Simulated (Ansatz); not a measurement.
Computed with Ansatz (plane waves, PAW, 420 eV cutoff): PBE, scalar-relativistic, no spin polarisation, Γ-centred 10×10×10 mesh, 0.05 eV Gaussian smearing. The datasets are Ansatz's generated set soft_2.

The calculation on XIr, where X is one element, gave:

```
Space group                                           : F-43m (No. 216)
Conventional cell                                     : a = 6.135 Å, b = 6.135 Å, c = 6.135 Å, α = 90.00°, β = 90.00°, γ = 90.00°
Volume                                                : 28.86 Å³/atom
Band gap                                              : zero (metallic)
Density of states at the Fermi level                  : 0.69 states/(eV·atom)
Bader charges                                         : Ir -0.65; X 0.65 e
Formation energy from the elements (0 K, uncorrected) : 0.67 eV/atom (unstable against the elements)
Bulk modulus (Birch–Murnaghan)                        : 85 GPa
Pressure derivative B0′                               : 5.1
```

Sites: Ir on 4a, X on 4d.

Which element is X?
A. Bi
B. At
C. Tl
D. Pb

A. X is Bi, so the compound is BiIr.

The start was a prototype's sites filled with these elements, not a measured cell.

Spin–orbit coupling, which matters for such heavy elements, is left out.
